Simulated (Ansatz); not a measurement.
MgZnO2:
```yaml
crystal:
  lattice:
    - [3.22429, 0.00000, 0.00000]
    - [-1.61214, 2.79231, 0.00000]
    - [0.00000, 0.00000, 5.05807]
  atoms:
    - { symbol: Mg, position: [0.33333, 0.66667, 0.49629] }
    - { symbol: Zn, position: [0.66667, 0.33333, 0.00247] }
    - { symbol: O, position: [0.33333, 0.66667, 0.88497] }
    - { symbol: O, position: [0.66667, 0.33333, 0.38826] }
```

Relaxed with LDA.

### Question
Give the optical modes at the zone centre with their infrared and Raman activity from DFPT, LDA in the plane-wave PAW code Ansatz.

### Answer
Transverse frequencies, without the LO–TO term; a row sums one degenerate level.

```csv
ω (cm⁻¹),degeneracy,IR ((D/Å)²/amu),Raman (Å⁴/amu),activity,symmetry
130,2,0.03,0.74,IR+Raman,E
324,1,1.71,3.1,IR+Raman,A1
415,2,17.61,4.2,IR+Raman,E
456,1,14.59,3.0,IR+Raman,A1
543,1,0.01,6.5,IR+Raman,A1
554,2,13.09,7.3,IR+Raman,E
```

### Question
How high does the top mode go among those that the LO–TO term moves?

### Answer
666 cm⁻¹ for q along x, 666 cm⁻¹ for q along y, 636 cm⁻¹ for q along z.

Space group P3m1. The workflow started from a Materials Project entry (that database holds measured and hypothetical structures alike); the Crystallography Open Database copy checked does not list it. With Mg and Zn taken as one species the cell has the higher symmetry P6_3mc, so it may be an ordered model of a mixed-site phase. Whether it is the stable phase at ambient conditions was not checked. The cell was relaxed with LDA under the symmetry of its start; phonons on a q-mesh show no instability.

Potentials: the later of the program's two PAW sets.
